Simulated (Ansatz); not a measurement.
LiTaO3:
Space group P4mm (No. 99); a = b = 3.920 Å, c = 4.002 Å, α = β = γ = 90.00°

```tsv
atom	site	symmetry	x	y	z
Ta	1b	4mm	0.5000	0.5000	0.4091
Li	1a	4mm	0.0000	0.0000	0.1509
O	1b	4mm	0.5000	0.5000	0.8663
O	2c	2mm.	0.0000	0.5000	0.3398
```

Relaxed with PBEsol.

Task: Which orbitals make up the states near the band edges in PBEsol (plane waves, PAW; program Ansatz)?

Result: Top 1 eV of the valence band: O 2p 97 %. Bottom 1 eV of the conduction band: Ta 5d 90 %, O 2p 9 %. Projections are on Löwdin-orthogonalised atomic valence shells; empty p or d shells of many metals are not among them.

Task: Tabulate the density of states.

Result: States/eV per cell of 5 atoms, in 0.25 eV bins, energy from the valence-band maximum.

```tsv
E (eV)	total	O 2p	Ta 5d	Li 2s
-5.78	0.00	0.00	0.00	0.00
-5.53	2.84	2.00	0.56	0.00
-5.28	2.56	1.77	0.60	0.01
-5.03	2.96	1.97	0.83	0.03
-4.78	2.79	1.92	0.71	0.03
-4.53	2.55	1.79	0.61	0.02
-4.28	3.14	2.21	0.79	0.03
-4.03	3.44	2.48	0.81	0.02
-3.78	3.97	2.93	0.88	0.02
-3.53	4.00	3.05	0.81	0.02
-3.28	2.66	2.04	0.51	0.01
-3.03	2.70	2.10	0.49	0.01
-2.78	2.93	2.35	0.47	0.01
-2.53	2.26	1.87	0.28	0.02
-2.28	3.30	2.86	0.27	0.04
-2.03	3.52	3.12	0.23	0.04
-1.78	3.15	2.86	0.14	0.03
-1.53	4.34	4.01	0.17	0.03
-1.28	6.15	5.67	0.31	0.02
-1.03	5.10	4.82	0.14	0.01
-0.78	3.01	2.90	0.05	0.01
-0.53	2.16	2.11	0.03	0.00
-0.28	1.60	1.57	0.01	0.00
-0.03	0.83	0.82	0.00	0.00
0.22	0.00	0.00	0.00	0.00
0.47	0.00	0.00	0.00	0.00
0.72	0.00	0.00	0.00	0.00
0.97	0.00	0.00	0.00	0.00
1.22	0.00	0.00	0.00	0.00
1.47	0.00	0.00	0.00	0.00
1.72	0.00	0.00	0.00	0.00
1.97	0.00	0.00	0.00	0.00
2.22	0.03	0.00	0.02	0.00
2.47	0.24	0.01	0.22	0.00
2.72	0.25	0.02	0.23	0.00
2.97	0.31	0.04	0.27	0.00
3.22	0.37	0.05	0.31	0.00
3.47	0.44	0.07	0.36	0.00
3.72	1.49	0.24	1.19	0.01
3.97	1.54	0.27	1.19	0.01
4.22	1.69	0.33	1.27	0.02
4.47	1.83	0.39	1.33	0.02
4.72	2.30	0.54	1.62	0.04
4.97	2.91	0.72	1.97	0.08
5.22	2.91	0.73	1.85	0.15
5.47	2.99	0.75	1.80	0.21
5.72	2.96	0.75	1.68	0.27
5.97	1.69	0.40	0.81	0.25
6.22	1.31	0.29	0.51	0.25
6.47	0.89	0.13	0.16	0.28
6.72	1.04	0.10	0.07	0.36
6.97	1.97	0.14	0.11	0.61
```

The start of the workflow was typed in or built on a structure type; neither database checked (COD, Materials Project) lists it. It is not the phase usual at ambient conditions (space group No. 161). The cell was relaxed with PBEsol under the symmetry of its start. At this level the phase is dynamically unstable (imaginary phonons). No spin polarisation was allowed. Spin–orbit coupling is left out wherever it is not named.

Potentials: the later of the program's two PAW sets.
